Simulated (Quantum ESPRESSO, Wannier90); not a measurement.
## Wannier functions of CaSe (rock salt)

```
begin unit_cell_cart
ang
    0.0000000000    2.9702400000    2.9702400000
    2.9702400000    0.0000000000    2.9702400000
    2.9702400000    2.9702400000    0.0000000000
end unit_cell_cart
begin atoms_frac
Ca   0.0000000000  0.0000000000  0.0000000000
Se   0.5000000000  0.5000000000  0.5000000000
end atoms_frac
```

Structure: Materials Project mp-1415, symmetrised, not relaxed again. COD (Crystallography Open Database) has an entry of this formula and space group (matched by these alone). Level: PBEsol, no spin polarisation, no spin-orbit coupling; pw.x of Quantum ESPRESSO at 69 Ry with PseudoDojo potentials, 10×10×10 k-points, Wannier90. Density: 10×10×10 mesh, cold smearing 0.01 Ry. Spin-orbit coupling, left out, would split the p-like bands by a few tenths of an eV.

Band 10 is isolated and gives one Wannier function a cell (Se2 4s 90 %, Ca1 4s 9 %; spread 1.26 Å²). Its on-site energy is ε = -11.237 eV relative to the valence-band maximum, and its hoppings t(R) = t(−R) to the nearer images are (images within this range that aren't listed have |t| under 5 meV):

```json
[
 {"R (lattice vectors; −R alike)": "0 0 1", "distance (Å)": "4.20", "t (eV)": "-0.037"},
 {"R (lattice vectors; −R alike)": "0 1 -1", "distance (Å)": "4.20", "t (eV)": "-0.037"},
 {"R (lattice vectors; −R alike)": "0 1 0", "distance (Å)": "4.20", "t (eV)": "-0.037"},
 {"R (lattice vectors; −R alike)": "1 -1 0", "distance (Å)": "4.20", "t (eV)": "-0.037"},
 {"R (lattice vectors; −R alike)": "1 0 -1", "distance (Å)": "4.20", "t (eV)": "-0.037"},
 {"R (lattice vectors; −R alike)": "1 0 0", "distance (Å)": "4.20", "t (eV)": "-0.037"},
 {"R (lattice vectors; −R alike)": "1 -1 -1", "distance (Å)": "5.94", "t (eV)": "-0.021"},
 {"R (lattice vectors; −R alike)": "1 -1 1", "distance (Å)": "5.94", "t (eV)": "-0.021"},
 {"R (lattice vectors; −R alike)": "1 1 -1", "distance (Å)": "5.94", "t (eV)": "-0.021"}
]
```

Problem. Work out the band energy at Γ, X, U, K from these numbers.

Solution. For one orbital E(k) = ε + Σ_R 2 t(R) cos(2π k·R), the sum over the listed R.
- Γ, k = (0.000, 0.000, 0.000): E = -11.237 + (-0.037)·(12.00) + (-0.021)·(6.00) = -11.81 eV; pw.x: -11.78 eV
- X, k = (0.500, 0.000, 0.500): E = -11.237 + (-0.037)·(-4.00) + (-0.021)·(6.00) = -11.21 eV; pw.x: -11.22 eV
- U, k = (0.625, 0.250, 0.625): E = -11.237 + (-0.037)·(-3.66) + (-0.021)·(2.00) = -11.14 eV; pw.x: -11.14 eV
- K, k = (0.375, 0.375, 0.750): E = -11.237 + (-0.037)·(-3.66) + (-0.021)·(2.00) = -11.14 eV; pw.x: -11.14 eV

At these points the listed shells miss the plane-wave band by up to 0.02 eV, of a width of 0.68 eV on the path. With all its hoppings the model misses the band by 0.0 meV at worst on the whole path, so most of the miss comes from the hoppings not listed.
